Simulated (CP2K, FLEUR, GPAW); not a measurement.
# Equation of state of In3Se under PBE

The structure is cubic, space group Pm-3m (No. 221). The conventional cell has a = 4.804 Å, b = 4.804 Å, c = 4.804 Å, α = 90.00°, β = 90.00°, γ = 90.00°. In (site symmetry 4/mmm) is surrounded by 8 In at 3.40 Å and 4 Se at 3.40 Å. Se (site symmetry m-3m) is surrounded by 12 In at 3.40 Å.

The cell comes from a database or a generator and needn't be the stable form of this composition.

The cell was scaled at fixed shape and fractions and run with CP2K, POTENTIAL_UZH In GTH-PBE-q13, Se GTH-PBE-q6; TZVP-MOLOPT-PBE-GTH basis; PBE, k mesh 6 × 6 × 6 on the cell of 4 atoms, fermi-dirac occupations of 0.05 eV, no spin polarisation, no spin-orbit coupling. Energies are those that the program minimises, any entropy of the smearing included. For a metal such a mesh isn't converged to the digits shown.

```csv
V (Å³/atom),energy over the lowest row (meV/atom)
26.0502,10.677
26.6045,4.319
27.1587,0.877
27.7130,0.000
28.2672,1.391
28.8215,?
29.3758,9.989
```

Question: Fit the third-order Birch-Murnaghan form, give V0, B0 and B′, and predict the energy left open.

Answer: With y = (V0/V)^(2/3), E = E0 + (9 V0 B0/16) [(y - 1)³ B′ + (y - 1)² (6 - 4y)]. Least squares through the rows shown give V0 = 27.6389 Å³/atom, E0 = -0.023 meV, B0 = 33.28 GPa (1 eV/Å³ = 160.218 GPa) and B′ = 5.11, with a largest miss of 0.004 meV. At V = 28.8215 the form with these constants gives 4.803 meV; the run gave 4.795 meV an atom. Other set-ups at this level, from all their volumes (Å³/atom, GPa): FLEUR, all-electron, FLAPW: V0 27.488, B0 33.7; GPAW, GPAW PAW data sets (gpaw-data 1.2.1): V0 27.333, B0 34.07.
